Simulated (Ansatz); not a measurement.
# Relaxing a structure of SnTe

The start is a relaxed SnTe cell shaken by Gaussian noise of σ = 0.08 Å a coordinate. A full variable-cell relaxation at zero pressure is run with r2SCAN (plane waves to 500 eV, PAW, scalar-relativistic; Ansatz, an electronic-structure program). The first steps use a coarse 4×4×1 k-mesh.

The start:
```
CELL_PARAMETERS angstrom
      5.41640     0.00000     0.00000
     -2.70820     4.69074     0.00000
      0.00000     0.00000    18.36908
ATOMIC_POSITIONS crystal
  Sn 0.03141 0.05416 0.97613
  Sn 0.97963 0.94831 0.47591
  Sn 0.33446 0.68608 0.15108
  Sn 0.67126 0.32440 0.64927
  Sn 0.33090 0.65531 0.80364
  Sn 0.68227 0.34631 0.30458
  Te 0.00008 0.98852 0.14548
  Te 0.99732 0.99715 0.64469
  Te 0.30956 0.64443 0.31346
  Te 0.67609 0.35009 0.81411
  Te 0.32234 0.68469 0.96918
  Te 0.63106 0.30636 0.47217
```

```yaml
largest_initial_force: 0.70 eV/Å, on Sn1 (atoms numbered as listed)
volume_change: -15.5 %, from 38.89 to 32.85 Å³/atom
Shortest distances (start → end): "The closest pairs of elements (up to four, under 3.6 Å), start → end: Sn–Te 2.95 → 3.04 Å"
optimiser_moves: 35
```

Final structure:

Space group Imm2 (No. 44); a = 4.4793 Å, b = 6.3819 Å, c = 4.5973 Å, α = 90.00°, β = 90.00°, γ = 90.00°

| atom | site | symmetry | x | y | z |
|---|---|---|---|---|---|
| Sn | 2b | mm2 | 0.0000 | 0.5000 | 0.4750 |
| Te | 2a | mm2 | 0.0000 | 0.0000 | 0.5273 |
(The calculation used a cell of 2 atoms; values per cell refer to that cell.)

Final values are on a 8×8×8 k-mesh of the relaxed cell. No spin polarisation in the result.

The relaxed structure here is a generated cell of SnTe: the first start was made by placing the elements on the sites of a structure type, and the end was not matched to a known phase here, so it may be hypothetical. Known forms of SnTe include space group No. 225.
